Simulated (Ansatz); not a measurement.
NiGe:
```
NiGe
1.0
    5.28395     0.00000     0.00000
    0.00000     3.46777     0.00000
    0.00000     0.00000     5.72049
Ni Ge
4 4
Direct
  0.50732   0.25000   0.68934
  0.49268   0.75000   0.31066
  0.99268   0.75000   0.18934
  0.00732   0.25000   0.81066
  0.68867   0.25000   0.09020
  0.31133   0.75000   0.90980
  0.81133   0.75000   0.59020
  0.18867   0.25000   0.40980
```

Relaxed with PBEsol. Special points in fractions of this cell's reciprocal vectors: Γ (0.000, 0.000, 0.000); X (0.500, 0.000, 0.000); S (0.500, 0.500, 0.000); Y (0.000, 0.500, 0.000); Z (0.000, 0.000, 0.500); U (0.500, 0.000, 0.500); R (0.500, 0.500, 0.500); T (0.000, 0.500, 0.500).

Problem. List the band energies nearest the Fermi level at these points for plane-wave PAW PBEsol (Ansatz code).

Solution. In eV from the Fermi level; about four levels below and three above (degenerate sets whole), none deeper than 8.9 eV; points with the same levels are listed once.

```json
[
 {"k": "Γ", "below": "-1.65 -1.16 -1.08 -0.84", "above": "0.74 0.84 3.80"},
 {"k": "X", "below": "-1.74 -1.74 -1.62 -1.62", "above": "0.83 0.83 1.34 1.34"},
 {"k": "S", "below": "-1.44 -1.44 -1.44 -1.44", "above": "0.31 0.31 0.31 0.31"},
 {"k": "Y", "below": "-1.28 -1.28 -0.52 -0.52", "above": "2.05 2.05 2.21 2.21"},
 {"k": "Z", "below": "-1.24 -1.24 -0.16 -0.16", "above": "0.96 0.96 2.67 2.67"},
 {"k": "U", "below": "-1.81 -1.81 -0.91 -0.91", "above": "0.77 0.77 2.53 2.53"},
 {"k": "R", "below": "-1.62 -1.62 -1.62 -1.62", "above": "2.55 2.55 2.55 2.55"},
 {"k": "T", "below": "-1.71 -1.71 -1.54 -1.54", "above": "0.43 0.43 0.72 0.72"}
]
```

Space group Pnma. The cell was relaxed with PBEsol under the symmetry of its start; of distortions, only those at the zone centre were tested. The run is not spin-polarised. Spin–orbit coupling is left out wherever it is not named.

Potentials: the later of the program's two PAW sets.
